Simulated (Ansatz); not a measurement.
A relaxed structure of MgO. Computed with r2SCAN (plane waves to 500 eV, PAW, scalar-relativistic; Ansatz, an electronic-structure program).

```xyz
4
Lattice="2.9253 0.0000 0.0000 -1.4626 2.5334 0.0000 0.0000 0.0000 5.0960" Properties=species:S:1:pos:R:3 pbc="T T T"
Mg     0.0000     0.0000     2.5480
Mg     0.0000     0.0000     0.0000
O      0.0000     1.6889     3.8220
O      1.4626     0.8445     1.2740
```

Q: Find the space group and the Wyckoff positions (tolerance 0.01 Å).

A: Space group P6₃/mmc (No. 194); a = 2.925 Å, b = 2.925 Å, c = 5.096 Å, α = 90.00°, β = 90.00°, γ = 120.00°

```csv
atom,site,symmetry,x,y,z
Mg,2a,-3m.,0.0000,0.0000,0.0000
O,2d,-6m2,0.6667,0.3333,0.2500
```

This is the NiAs type.

Q: Give the shortest distances between elements (the closest pairs, up to four, under 3.6 Å).

A: Mg–O 2.12 Å; Mg–Mg 2.55 Å; O–O 2.93 Å.

```yaml
volume_per_atom: 9.44 Å³
band_gap: 5.33 eV, direct at Γ (no spin-orbit coupling)
```

No spin polarisation in the result.

The run could not lose the symmetry of its start.

All atoms sit on sites fixed by symmetry, so only the cell could relax.

The first start was generated by placing the elements on the sites of a structure type. Materials Project lists a structure of MgO in the same space group, P6₃/mmc (No. 194); the sites were not compared with it, nor with measured phases. Known forms of MgO include space group No. 225.
